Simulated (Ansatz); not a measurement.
## TaV2: do energies and stresses tell the same story?

These are results of DFT PBEsol, scalar-relativistic, plane waves, PAW in Ansatz 0.2.0, not measurements.

Settings: cutoff 420 eV, Γ-centred mesh 10×10×10 on the computed 6-atom cell, Gaussian smearing of 0.10 eV; no spin polarisation.

Relaxed cell: Fd-3m, a = 7.050 Å, b = 7.050 Å, c = 7.050 Å, α = 90.00°, β = 90.00°, γ = 90.00°, 6 atoms in the primitive cell. Whether it is the stable form of this composition wasn't checked.

Energies at zero smearing and pressures from the stress tensor, at volumes with shape and atoms relaxed:
```json
{"V (Å³/atom)": "13.727", "E − E(first) (meV/atom)": "0.00", "P (GPa)": "14.79"}
{"V (Å³/atom)": "14.165", "E − E(first) (meV/atom)": "-29.07", "P (GPa)": "6.84"}
{"V (Å³/atom)": "14.603", "E − E(first) (meV/atom)": "-37.92", "P (GPa)": "0.00"}
{"V (Å³/atom)": "15.041", "E − E(first) (meV/atom)": "-29.42", "P (GPa)": "-5.88"}
{"V (Å³/atom)": "15.479", "E − E(first) (meV/atom)": "-6.05", "P (GPa)": "-10.95"}
```

Problem. Check P = −dE/dV between neighbouring volumes, and get the bulk modulus from the pressures alone.

Solution. With 1 eV/Å³ = 160.2 GPa:
```
middle V (Å³/atom)  −ΔE/ΔV (GPa) mean P (GPa)
            13.946        10.632        10.816
            14.384         3.236         3.418
            14.822        -3.107        -2.943
            15.260        -8.549        -8.415
```

The two differ by 0.18 GPa at most. The mean of two end pressures misses the average over a step by about ΔV² P″/12, up to 0.10 GPa here; with that taken off 0.10 GPa remains. The stress is the derivative of the free energy, not of the energy at zero smearing, and with free energies 0.00 GPa remains. Around V = 14.603 Å³/atom, the two neighbours give B = −V ΔP/ΔV = 14.603 × 12.72 / 0.876 = 212.0 GPa, against B0 = 211.4 GPa from the Birch–Murnaghan fit of the energies.

Spin-orbit coupling is left out, which matters for the bands of heavy elements.

A ferromagnetic start lost its moments in a first run, so spin was left out; other magnetic orders weren't tried.

Cost: 6 runs of about 2.9 core-minutes in all, on Arm Neoverse V2 (shared hosts).